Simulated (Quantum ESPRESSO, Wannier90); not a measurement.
# Tight-binding from DFT: PtSe2 (CdI2 type)

```
begin unit_cell_cart
ang
    3.7173100460    0.0000000000    0.0000000000
   -1.8586550230    3.2192849336    0.0000000000
    0.0000000000    0.0000000000    5.8200700000
end unit_cell_cart
begin atoms_frac
Pt   0.0000000000  0.0000000000  0.0000000000
Se  -0.3333333333  0.3333333333 -0.2253900000
Se   0.3333333333 -0.3333333333  0.2253900000
end atoms_frac
```

Cell from Materials Project (mp-1115), symmetrised, no further relaxation. COD (Crystallography Open Database) has an entry of this formula and space group (matched by these alone). Method: PBEsol plane waves in Quantum ESPRESSO 7.5 (PseudoDojo norm-conserving files, 69 Ry, no spin polarisation, no spin-orbit coupling), Bloch states on a 12×12×6 mesh through Γ, Wannier90 4.0.1. Density: 12×12×6 mesh, Gaussian smearing 0.01 Ry. The cell is built of weakly bound layers, chains or molecules, whose nearest atoms lie 3.85 Å apart. Database cells relaxed without dispersion often hold them too far apart, which can enlarge gaps and weakens couplings between them; spacing and stacking were not compared with the measured crystal. Spin-orbit coupling is left out although heavy elements are present.

Bands 26-27 form an isolated set from 0.52 to 2.47 eV relative to the valence-band maximum (on the path) and are turned into 2 Wannier functions by minimising the spread from the start: SCDM (isolated).

Centres (Cartesian, Å; one of the equivalent choices) and spreads:

| n | x | y | z | spread (Å²) | nearest atom |
|---|---|---|---|---|---|
| 1 | 0.000 | 0.000 | 0.000 | 8.933 | Pt1 |
| 2 | 0.000 | 0.000 | 0.000 | 8.933 | Pt1 |

Ω_I = 17.73 Å², Ω_total = 17.87 Å²; the interpolated bands follow pw.x to 2.2 meV rms on the path. Only this start was tried; a symmetric start can stop on a saddle, and mixtures of these functions could lower the total by at most Ω_total − Ω_I.
